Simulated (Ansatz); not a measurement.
The calculation used Ansatz, DFT PBE, scalar-relativistic, plane waves, PAW. All cells share a 420 eV cutoff and Γ-centred k meshes spaced about 0.3 Å⁻¹ or finer (0.25 for metals, 2π included). No spin polarisation.

Temperature and zero-point effects are left out.

Compare these two cells of SnH, each relaxed at this level.

1.

Space group P6_3mc (No. 186). a = 4.726 Å, b = 4.726 Å, c = 11.373 Å, α = 90.00°, β = 90.00°, γ = 120.00°
```tsv
atom	site	symmetry	x	y	z
Sn	2a	3m.	0.0000	0.0000	0.4643
Sn	2b	3m.	0.3333	0.6667	0.0357
H	2a	3m.	0.0000	0.0000	0.3115
H	2b	3m.	0.3333	0.6667	0.1885
```

2.

Space group P-3m1 (No. 164). a = 4.727 Å, b = 4.727 Å, c = 5.714 Å, α = 90.00°, β = 90.00°, γ = 120.00°
| atom | site | symmetry | x | y | z |
| --- | --- | --- | --- | --- | --- |
| Sn | 2d | 3m. | 0.6667 | 0.3333 | 0.9291 |
| H | 2d | 3m. | 0.6667 | 0.3333 | 0.6249 |

Question: Which would you expect to be lower, and how large is the difference?

Answer: They are level within the accuracy (under 1 meV/atom apart). Cell 1 has space group P6_3mc (No. 186), 27.5 Å³/atom and a gap of 0.18 eV on its mesh; cell 2 has space group P-3m1 (No. 164), 27.6 Å³/atom and a gap of 0.14 eV. Counting H atoms around Sn (those within 1.25 times the shortest such distance or 1.15 times the sum of covalent radii), cell 1 and cell 2 both have Sn 1. Even the lower one lies +0.20 eV/atom against the reference forms of the elements (uncorrected), so neither is stable at this level. Both come from trial cells of a structure search, whose lowest cell (P2/m, 18.6 Å³/atom) lies 65 meV/atom below the lower of the two.

No dispersion correction is applied, so the spacing and binding between layers, chains or molecules are poorly described (P6_3mc, P-3m1), and this can change margins and order among such cells. Kohn–Sham gaps at this level usually fall short of measured ones. With hydrogen, zero-point motion can shift such differences by 10 meV/atom or more. Small gaps are read on the mesh alone, and bands can cross between its points. With atoms moved at random, cell 1 and cell 2 came back. Some structure types and database cells were kept out of the candidates from the start, so a known form may be missing.
